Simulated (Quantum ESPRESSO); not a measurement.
# Band energies of NaGaS$_{2}$O$_{8}$

```
CELL_PARAMETERS angstrom
      3.99788    -2.58276     0.00000
      3.99788     2.58276     0.00000
     -0.36107     0.00000     7.28871
ATOMIC_POSITIONS crystal
  O  0.29134 0.29134 0.39210
  O  0.70866 0.70866 0.60790
  O  0.23852 0.71086 0.19901
  O  0.76148 0.28914 0.80099
  O  0.28914 0.76148 0.80099
  O  0.71086 0.23852 0.19901
  O  0.24205 0.24205 0.05419
  O  0.75795 0.75795 0.94581
  Na 0.00000 0.00000 0.50000
  S  0.36455 0.36455 0.21477
  S  0.63545 0.63545 0.78523
  Ga 0.00000 0.00000 0.00000
```

LDA (pw.x of Quantum ESPRESSO, ONCV potentials, without SOC); path ΓYFLI,I1ZF1,YX1,XΓN,MΓ; energies in eV from the valence-band maximum.

| k (1/Å) | point | band 37 | band 38 | band 39 | band 40 | band 41 | band 42 | band 43 | band 44 |
|---|---|---|---|---|---|---|---|---|---|
| 0.00 | Γ | -1.11 | -0.82 | -0.69 | -0.21 | -0.17 | 4.07 | 6.71 | 6.96 |
| 0.38 |  | -0.93 | -0.90 | -0.58 | -0.37 | -0.07 | 4.41 | 6.57 | 7.27 |
| 0.76 |  | -0.79 | -0.67 | -0.61 | -0.34 | -0.26 | 4.47 | 7.15 | 7.41 |
| 1.14 | Y | -0.66 | -0.61 | -0.56 | -0.55 | 0.00 | 4.37 | 7.08 | 7.87 |
| 1.42 |  | -0.79 | -0.62 | -0.58 | -0.54 | -0.04 | 4.45 | 6.89 | 7.61 |
| 1.71 | F | -0.87 | -0.78 | -0.59 | -0.43 | -0.10 | 4.48 | 6.74 | 7.37 |
| 1.89 |  | -0.93 | -0.69 | -0.59 | -0.49 | -0.06 | 4.49 | 6.70 | 7.42 |
| 2.44 |  | -0.66 | -0.63 | -0.56 | -0.42 | -0.15 | 4.40 | 7.15 | 7.85 |
| 2.63 | L | -0.66 | -0.65 | -0.52 | -0.36 | -0.20 | 4.39 | 7.15 | 7.91 |
| 2.63 | I | -0.90 | -0.71 | -0.60 | -0.48 | -0.41 | 5.14 | 7.98 | 8.07 |
| 3.86 | I1 | -0.90 | -0.71 | -0.60 | -0.48 | -0.41 | 5.14 | 7.98 | 8.07 |
| 4.03 |  | -0.88 | -0.85 | -0.66 | -0.55 | -0.50 | 5.56 | 7.99 | 8.19 |
| 4.54 |  | -1.05 | -0.88 | -0.67 | -0.37 | -0.11 | 4.55 | 6.54 | 7.81 |
| 4.71 | Z | -1.05 | -0.87 | -0.66 | -0.28 | -0.04 | 4.34 | 6.34 | 7.70 |
| 4.88 |  | -0.98 | -0.86 | -0.64 | -0.32 | -0.07 | 4.39 | 6.45 | 7.55 |
| 5.39 |  | -0.67 | -0.65 | -0.54 | -0.36 | -0.21 | 4.41 | 7.14 | 7.90 |
| 5.74 |  | -0.82 | -0.61 | -0.61 | -0.46 | -0.13 | 4.46 | 6.97 | 7.64 |
| 5.91 | F1 | -0.87 | -0.78 | -0.59 | -0.43 | -0.10 | 4.48 | 6.74 | 7.37 |
| 5.91 | Y | -0.66 | -0.61 | -0.56 | -0.55 | 0.00 | 4.37 | 7.08 | 7.87 |
| 5.98 | X1 | -0.69 | -0.62 | -0.57 | -0.54 | -0.01 | 4.41 | 7.14 | 7.90 |
| 5.98 | X | -0.69 | -0.62 | -0.57 | -0.54 | -0.01 | 4.41 | 7.14 | 7.90 |
| 6.17 |  | -0.83 | -0.76 | -0.58 | -0.54 | -0.17 | 4.80 | 7.63 | 8.22 |
| 6.55 |  | -0.95 | -0.87 | -0.72 | -0.55 | -0.51 | 5.59 | 7.22 | 7.93 |
| 7.12 | Γ | -1.11 | -0.82 | -0.69 | -0.21 | -0.17 | 4.07 | 6.71 | 6.96 |
| 7.46 |  | -1.00 | -0.90 | -0.62 | -0.47 | -0.22 | 4.66 | 6.88 | 7.44 |
| 7.96 | N | -0.97 | -0.81 | -0.79 | -0.44 | -0.42 | 5.59 | 7.80 | 8.06 |
| 7.96 | M | -0.96 | -0.81 | -0.80 | -0.45 | -0.42 | 5.62 | 7.16 | 8.14 |
| 8.14 |  | -0.97 | -0.81 | -0.73 | -0.52 | -0.39 | 5.39 | 7.08 | 7.97 |
| 8.68 | Γ | -1.11 | -0.82 | -0.69 | -0.21 | -0.17 | 4.07 | 6.71 | 6.96 |

The LDA gap is indirect, 4.07 eV, from Y to Γ; the smallest direct gap is 4.25 eV. Another valence extremum on the path lies within 0.02 eV, too close to call.

Spin-orbit splittings are left out.

Geometry of the Materials Project entry, not relaxed at this level.

The structure is a Materials Project entry; no match was found in the copy of COD used, and its stability was not checked.
